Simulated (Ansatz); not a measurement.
Starting cell, ZnCu (CsCl type):

```xyz
4
Lattice="5.8376 0.0000 0.0000 2.9188 2.9188 0.0000 2.9188 0.0000 2.9188" Properties=species:S:1:pos:R:3 pbc="T T T"
Zn     0.0000     0.0000     0.0000
Zn     2.9188     0.0000     0.0000
Cu     7.2970     1.4594     1.4594
Cu     4.3782     1.4594     1.4594
```

A phonon eigenvector at R = (0.5, 0.5, 0.5) is frozen into this cell: atom i moves by Q times the vector below, so Q is the largest atomic displacement, in Å. The cell is held. It is one choice among 3 degenerate patterns. (q is in reciprocal vectors of the primitive cell; the cell shown is doubled to hold the pattern.)

| atom | x | y | z |
|---|---|---|---|
| Zn1 | 0.000 | 0.000 | 1.000 |
| Zn2 | 0.000 | 0.000 | -1.000 |

Atoms not listed stay in place.

The numbers are results of r2SCAN (plane waves to 500 eV, PAW, scalar-relativistic; Ansatz, a program for electronic structure), not measurements. k mesh 16×16×16 (Γ-centred), Fermi-Dirac smearing 0.05 eV. Energies are smeared free energies. With partly filled bands, energies and forces of such displacements shift with the k mesh and the smearing. ZnCu is run without spin polarisation. ZnCu was relaxed with its symmetry unable to fall. ΔE is measured from the undisplaced structure.

### Question
Give the computed ΔE (meV/cell) and −dE/dQ from forces (eV/Å) at Q (Å) = -0.100, -0.067, -0.050, 0.067, 0.083.

### Answer
```tsv
Q (Å)	ΔE (meV/cell)	−dE/dQ from forces (eV/Å)
-0.100	72	1.458
-0.067	32	0.956
-0.050	18	0.713
0.067	32	-0.956
0.083	50	-1.204
```

(For displaced atoms, the force is minus the slope of the energy, and its curvature is a force constant, which sets phonon frequencies.)
